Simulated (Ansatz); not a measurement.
CsPbBr3, in the lowest of the structures calculated here: Pnma (No. 62), oP20, AFLOW prototype AB3C_oP20_62_c_cd_a (as in CaTiO3); a = 8.453 Å, b = 11.805 Å, c = 8.128 Å, α = β = γ = 90.00°; Cs 4c (0.062, 0.750, 0.481); Pb 4a (0.000, 0.000, 0.000); Br 4c (0.009, 0.250, 0.069); Br 8d (0.203, 0.036, 0.700). These are r2SCAN (plane waves to 500 eV, PAW, scalar-relativistic; Ansatz, a quantum-chemistry and plane-wave program) values and carry that method's errors. Element references, the lowest calculated here: Br (Cmce), Pb (Fm-3m), Cs (Im-3m).

Total energies (eV/atom, σ → 0; comparable only within this code, potentials and settings):

```tsv
phase	E (eV/atom)
CsPbBr3 (Pnma)	-5198.569
Br (Cmce)	-2792.859
Pb (Fm-3m)	-11920.858
Cs (Im-3m)	-5685.926
CsBr (Pm-3m)	-4241.418
```

What is the formation energy of this Pnma form of CsPbBr3 from the elements?

E_f = -5198.569 − [1 × (-5685.926) + 1 × (-11920.858) + 3 × (-2792.859)] / 5 = -1.50 eV/atom (-7.5 eV per formula unit).

Static energies, no anion corrections, no zero-point energy. Values are rounded to 0.01 eV/atom. Spin-orbit coupling is missing from these energies, which matters for elements this heavy. The compounds carry no spin polarisation.
